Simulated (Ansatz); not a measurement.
MoS$_{2}$:
```
MoS2
1.0
    3.18505     0.00000     0.00000
   -1.59252     2.75833     0.00000
    0.00000     0.00000    14.80475
Mo S
2 4
Direct
  0.33333   0.66667   0.25000
  0.66667   0.33333   0.75000
  0.33333   0.66667   0.64445
  0.66667   0.33333   0.14445
  0.66667   0.33333   0.35555
  0.33333   0.66667   0.85555
```

Relaxed with PBE. Special points in fractions of this cell's reciprocal vectors: Γ (0.000, 0.000, 0.000); M (0.500, 0.000, 0.000); K (0.333, 0.333, 0.000); A (0.000, 0.000, 0.500); L (0.500, 0.000, 0.500); H (0.333, 0.333, 0.500).

List the band energies nearest the valence-band maximum at these points for DFT-PBE in the program Ansatz with PAW potentials.

In eV from the valence-band maximum; about four levels below and three above (degenerate sets whole), none deeper than 8.9 eV; points with the same levels are listed once.

| k | below | above |
|---|---|---|
| Γ | -1.71 -1.71 -1.71 -1.71 -1.67 -0.39 0.00 | 2.54 2.54 2.55 2.55 |
| M | -1.19 -1.18 -0.84 -0.84 | 2.02 2.02 2.50 |
| K | -2.35 -2.35 -0.24 -0.22 | 1.45 1.45 2.76 |
| A | -1.71 -1.71 -1.71 -1.71 -0.17 -0.17 | 2.54 2.54 2.54 2.54 |
| L | -1.19 -1.19 -0.84 -0.84 | 2.02 2.02 2.53 2.53 |
| H | -2.35 -2.35 -0.23 -0.23 | 1.45 1.45 2.85 2.85 |

Space group P6_3/mmc. The cell was relaxed with PBE under the symmetry of its start. No spin polarisation was allowed. The volume lies over 15 % above that of the usual cell of this phase: another minimum, or an error of the functional. A crystal of weakly bound layers computed without a dispersion correction: the cell and the soft elastic constants depend strongly on that. Spin–orbit coupling is left out wherever it is not named.

Potentials: the later of the program's two PAW sets.
